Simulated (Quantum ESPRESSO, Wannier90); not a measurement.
Ag (hcp (Mg type), model phase): Wannier90 run

```xyz
2
Lattice="2.9223 0.0000 0.0000 -1.4611 2.5308 0.0000 0.0000 0.0000 4.7017" Properties=species:S:1:pos:R:3 pbc="T T T"
Ag     1.4611    -0.8436     1.1754
Ag    -1.4611     0.8436    -1.1754
```

Structure: Materials Project mp-10597, symmetrised, not relaxed again. This isn't the element's usual structure (fcc); take it as a model of another phase. Level: PBEsol, no spin polarisation, no spin-orbit coupling; pw.x of Quantum ESPRESSO at 66 Ry with PseudoDojo potentials, 12×12×8 k-points, Wannier90. Density: 18×18×10 mesh, cold smearing 0.01 Ry.

A tight-binding model is made by disentanglement and projection with no localisation steps (num_iter = 0), so the 18 orbitals stay atom-like: hydrogen-like Ag: s;p;d, axes along x, y, z; frozen window up to 1.50 eV relative to the Fermi level. It follows pw.x to 1.4 meV rms for states up to 1.0 eV relative to the Fermi level. Matrix elements depend on this choice of orbitals and windows.

**Question.** Which pairs of orbitals on different sites are coupled most strongly? Give distance, modulus and how many such pairs a cell has.

**Answer.** 
```tsv
orbital	orbital	distance of the centres (Å)	modulus (eV)	pairs
Ag px	Ag px	2.92	2.77	2
Ag py	Ag py	2.92	2.03	4
Ag pz	Ag pz	2.89	1.85	6
Ag px	Ag s	2.92	1.63	4
Ag py	Ag s	2.90	1.50	4
Ag px	Ag py	2.89	1.46	4
Ag py	Ag pz	2.90	1.41	4
Ag pz	Ag s	2.89	1.37	12
Ag py	Ag s	2.94	1.33	4
Ag px	Ag pz	2.90	1.22	8
Ag px	Ag py	2.96	1.11	4
Ag py	Ag s	2.91	0.99	4
Ag py	Ag py	2.92	0.98	2
Ag px	Ag s	2.91	0.96	4
Ag px	Ag s	2.90	0.86	8
Ag s	Ag s	2.89	0.81	6
Ag s	Ag s	2.92	0.73	6
Ag py	Ag pz	2.89	0.70	8
Ag px	Ag s	2.94	0.67	4
Ag px	Ag px	2.90	0.63	4
Ag px	Ag py	2.89	0.62	8
Ag px	Ag px	2.92	0.55	4
Ag py	Ag s	2.89	0.49	8
Ag px	Ag px	2.87	0.46	2
Ag dx2-y2	Ag px	2.92	0.38	4
Ag dx2-y2	Ag dx2-y2	2.92	0.34	2
Ag dxy	Ag py	2.90	0.34	8
Ag dyz	Ag pz	2.90	0.33	4
Ag dx2-y2	Ag s	2.92	0.33	4
Ag dyz	Ag s	2.90	0.32	4
```
